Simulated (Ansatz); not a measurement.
PbS:
```yaml
crystal:
  lattice:
    - [0.00000, 3.30070, 3.30070]
    - [3.30070, 0.00000, 3.30070]
    - [3.30070, 3.30070, 0.00000]
  atoms:
    - { symbol: S, position: [0.75000, 0.75000, 0.75000] }
    - { symbol: Pb, position: [0.00000, 0.00000, 0.00000] }
```

Relaxed with r²SCAN. Special points in fractions of this cell's reciprocal vectors: Γ (0.000, 0.000, 0.000); X (0.500, 0.000, 0.500); U (0.625, 0.250, 0.625); K (0.375, 0.375, 0.750); L (0.500, 0.500, 0.500); W (0.500, 0.250, 0.750).

Task: List the band energies nearest the valence-band maximum at these points for r²SCAN with spin–orbit coupling in the plane-wave PAW code Ansatz.

Result: In eV from the valence-band maximum; about four levels below and three above (degenerate sets whole), none deeper than 8.9 eV; points with the same levels are listed once.

```
k                    below                          above
-  -----------------------  -----------------------------
Γ  -1.83 -1.83 -1.83 -1.83  1.47 1.47 3.25 3.25 3.25 3.25
X  -3.00 -3.00 -0.51 -0.51            0.85 0.85 4.77 4.77
U  -2.95 -2.88 -0.38 -0.36                 1.71 1.99 3.88
L  -2.30 -2.30 -1.95 -1.95            2.64 2.64 3.87 3.87
W   -3.26 -3.18 -0.05 0.00                 2.02 2.61 3.03
```

Space group F-43m (zinc blende). A made-up cell: these elements were put on the sites of a structure type; neither database checked (COD, Materials Project) lists it. It is not the phase usual at ambient conditions (space group No. 225). The cell was relaxed with r²SCAN under the symmetry of its start. At this level the phase is dynamically unstable (imaginary phonons).

Potentials: the later of the program's two PAW sets.
